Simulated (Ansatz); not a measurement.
Relaxation of a generated cell, TaAs built in the CrB structure type; 4 atoms in the cell, which starts as Cmcm (No. 63), oS8; a = 4.3233 Å, b = 11.4245 Å, c = 4.2600 Å, α = β = γ = 90.00°. The numbers are results of PBEsol (plane waves to 420 eV, PAW, scalar-relativistic; Ansatz, an electronic-structure program), not measurements. Γ-centred k-mesh 6×6×6 on the run's cell (coarser than for final values), Fermi–Dirac smearing 0.05 eV. This is the first round of the run. 

The optimiser's lines from the output (shortened; P is positive under compression):

```
relax step   1: F+E_penalty+E_count = -29234.32574755 eV  Δ(F+E_penalty+E_count) = +0.000e0 eV  max|allowed force component| = 1.878e0 eV/Å  Δτ_max = 0.0000 Å  P = -24.115 GPa  Ω = 105.203 Å³  (9 SCF iters, dr2 threshold 1.00e-7 eV, accepted)
relax step   2: F+E_penalty+E_count = -29236.67984538 eV  Δ(F+E_penalty+E_count) = -2.354e0 eV  max|allowed force component| = 2.252e0 eV/Å  Δτ_max = 0.0968 Å  P = -24.160 GPa  Ω = 92.879 Å³  (7 SCF iters, dr2 threshold 4.00e-7 eV, accepted)
relax step   3: F+E_penalty+E_count = -29238.81198216 eV  Δ(F+E_penalty+E_count) = -2.132e0 eV  max|allowed force component| = 2.111e0 eV/Å  Δτ_max = 0.1293 Å  P = -21.537 GPa  Ω = 82.811 Å³  (7 SCF iters, dr2 threshold 4.00e-7 eV, accepted)
relax step   4: F+E_penalty+E_count = -29240.25062748 eV  Δ(F+E_penalty+E_count) = -1.439e0 eV  max|allowed force component| = 1.241e0 eV/Å  Δτ_max = 0.1195 Å  P = -13.397 GPa  Ω = 74.669 Å³  (7 SCF iters, dr2 threshold 4.00e-7 eV, accepted)
relax step   5: F+E_penalty+E_count = -29241.07266955 eV  Δ(F+E_penalty+E_count) = -8.220e-1 eV  max|allowed force component| = 7.965e-1 eV/Å  Δτ_max = 0.1434 Å  P = -5.826 GPa  Ω = 69.589 Å³  (7 SCF iters, dr2 threshold 4.00e-7 eV, accepted)
relax step   6: F+E_penalty+E_count = -29241.98434381 eV  Δ(F+E_penalty+E_count) = -9.117e-1 eV  max|allowed force component| = 3.330e-1 eV/Å  Δτ_max = 0.1924 Å  P = +4.750 GPa  Ω = 65.273 Å³  (7 SCF iters, dr2 threshold 4.00e-7 eV, accepted)
relax step   7: F+E_penalty+E_count = -29242.11123900 eV  Δ(F+E_penalty+E_count) = -1.269e-1 eV  max|allowed force component| = 6.720e-1 eV/Å  Δτ_max = 0.1195 Å  P = +8.993 GPa  Ω = 65.175 Å³  (7 SCF iters, dr2 threshold 4.00e-7 eV, accepted)
relax step   8: F+E_penalty+E_count = -29242.21773386 eV  Δ(F+E_penalty+E_count) = -1.065e-1 eV  max|allowed force component| = 8.433e-1 eV/Å  Δτ_max = 0.1167 Å  P = -0.031 GPa  Ω = 68.109 Å³  (7 SCF iters, dr2 threshold 4.00e-7 eV, accepted)
relax step   9: F+E_penalty+E_count = -29242.28847503 eV  Δ(F+E_penalty+E_count) = -7.074e-2 eV  max|allowed force component| = 1.148e-1 eV/Å  Δτ_max = 0.0857 Å  P = -1.427 GPa  Ω = 69.707 Å³  (7 SCF iters, dr2 threshold 4.00e-7 eV, accepted)
relax step  10: F+E_penalty+E_count = -29242.30306977 eV  Δ(F+E_penalty+E_count) = -1.459e-2 eV  max|allowed force component| = 6.335e-2 eV/Å  Δτ_max = 0.0067 Å  P = -0.573 GPa  Ω = 69.382 Å³  (6 SCF iters, dr2 threshold 4.00e-7 eV, accepted)
relax step  11: F+E_penalty+E_count = -29242.30730747 eV  Δ(F+E_penalty+E_count) = -4.238e-3 eV  max|allowed force component| = 1.806e-2 eV/Å  Δτ_max = 0.0298 Å  P = +0.004 GPa  Ω = 69.216 Å³  (6 SCF iters, dr2 threshold 4.00e-7 eV, accepted)
relax step  12: F+E_penalty+E_count = -29242.30740691 eV  Δ(F+E_penalty+E_count) = -9.944e-5 eV  max|allowed force component| = 3.749e-2 eV/Å  Δτ_max = 0.0053 Å  P = +0.126 GPa  Ω = 69.127 Å³  (4 SCF iters, dr2 threshold 4.00e-7 eV, accepted)
relax step  13: F+E_penalty+E_count = -29242.30767211 eV  Δ(F+E_penalty+E_count) = -2.652e-4 eV  max|allowed force component| = 5.693e-3 eV/Å  Δτ_max = 0.0029 Å  P = -0.040 GPa  Ω = 69.228 Å³  (3 SCF iters, dr2 threshold 4.00e-7 eV, accepted)
relax step  14: F+E_penalty+E_count = -29242.30768375 eV  Δ(F+E_penalty+E_count) = -1.164e-5 eV  max|allowed force component| = 2.669e-3 eV/Å  Δτ_max = 0.0007 Å  P = +0.016 GPa  Ω = 69.209 Å³  (5 SCF iters, dr2 threshold 2.21e-8 eV, accepted)
relax step  15: F+E_penalty+E_count = -29242.30768429 eV  Δ(F+E_penalty+E_count) = -5.435e-7 eV  max|allowed force component| = 7.052e-5 eV/Å  Δτ_max = 0.0002 Å  P = +0.000 GPa  Ω = 69.212 Å³  (5 SCF iters, dr2 threshold 2.52e-9 eV, accepted)
relax step  16: F+E_penalty+E_count = -29242.30557684 eV  Δ(F+E_penalty+E_count) = +2.107e-3 eV  max|allowed force component| = 2.998e-4 eV/Å  Δτ_max = 0.0000 Å  P = -0.008 GPa  Ω = 69.212 Å³  stress off target by 1.66e-2 GPa  SCF on the basis re-selected at this cell (its energy is not comparable with the rows above)  (6 SCF iters)
```

From the first to the last row the energy changes by -1.99 eV/atom and the volume by -34.2 %. The last row is marked as not comparable with the walk above it, whose basis was carried along; it does compare with step 1, since both stand on a basis selected at the nominal cutoff for their own cell.

Later rounds, restarted from the end of this one on a renewed k-mesh, logged 14 more steps and released under 0.01 eV/atom more. The final structure after all rounds: Cmcm (No. 63), oS8; a = 3.2941 Å, b = 9.4651 Å, c = 4.4414 Å, α = 90.00°, β = 90.00°, γ = 90.00°. Between re-selections the logged energies stand on a plane-wave basis carried along with the cell. No spin polarisation in the result.

The run could not lose the symmetry of its start: the end is stationary, and may be a saddle point rather than a minimum.

The relaxed structure here is a generated cell of TaAs: the first start was made by placing the elements on the sites of a structure type, and the end was not matched to a known phase here, so it may be hypothetical. Known forms of TaAs include space group No. 109.
